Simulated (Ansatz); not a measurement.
TiAl (L1₀ or tetragonal B2, space group No. 123) under volume change, plane-wave PAW r²SCAN (Ansatz code), shape and atoms relaxed at each volume.

```tsv
V (Å³/atom)	E − E(relaxed) (meV/atom)	P (GPa)
14.609	57.3	13.70
15.090	24.2	8.45
15.572	5.8	3.92
16.054	0.0	0.01
16.535	…	…
17.017	…	…
17.498	42.5	-8.80
```

**Question.** Some entries are withheld; supply them.

**Answer.** 
- 16.535, E − E(relaxed) (meV/atom): 5.2
- 16.535, P (GPa): -3.37
- 17.017, E − E(relaxed) (meV/atom): 19.8
- 17.017, P (GPa): -6.28

**Question.** What does a third-order Birch–Murnaghan fit give for V₀, B₀ and B′?

**Answer.** V₀ = 16.06 Å³/atom, B₀ = 121 GPa, B′ = 3.9.

Space group P4/mmm (L1₀ or tetragonal B2). The r²SCAN relaxation kept the symmetry of its start; of distortions, only those at the zone centre were tested. No spin polarisation was allowed.

Potentials: the later of the program's two PAW sets.
